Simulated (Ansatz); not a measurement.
Ti:
```xyz
2
Lattice="2.8648 0.0000 0.0000 -1.4324 2.4810 0.0000 0.0000 0.0000 4.5304" Properties=species:S:1:pos:R:3 pbc="T T T"
Ti     0.0000     1.6540     1.1326
Ti     1.4324     0.8270     3.3978
```

Relaxed with LDA. Special points in fractions of this cell's reciprocal vectors: Γ (0.000, 0.000, 0.000); M (0.500, 0.000, 0.000); K (0.333, 0.333, 0.000); A (0.000, 0.000, 0.500); L (0.500, 0.000, 0.500); H (0.333, 0.333, 0.500).

Problem. List the band energies nearest the Fermi level at these points for DFT-LDA in the program Ansatz with PAW potentials.

Solution. In eV from the Fermi level; about four levels below and three above (degenerate sets whole), none deeper than 8.9 eV; points with the same levels are listed once.

```
k                    below                          above
-  -----------------------  -----------------------------
Γ              -6.26 -2.86                 0.78 0.78 0.94
M  -2.42 -2.40 -2.06 -0.48                 0.44 0.69 1.29
K  -1.93 -1.42 -1.42 -1.34                 0.22 0.22 1.62
A              -4.32 -4.32  0.09 0.09 0.67 0.67 0.67 0.67
L  -2.75 -2.75 -0.92 -0.92            1.60 1.60 1.84 1.84
H  -1.20 -1.20 -0.15 -0.15            1.78 1.78 3.46 3.46
```

Space group P6_3/mmc (hcp (Mg type)). The LDA relaxation kept the symmetry of its start; of distortions, only those at the zone centre were tested. The run is not spin-polarised.

Potentials: the earlier of the program's two PAW sets.
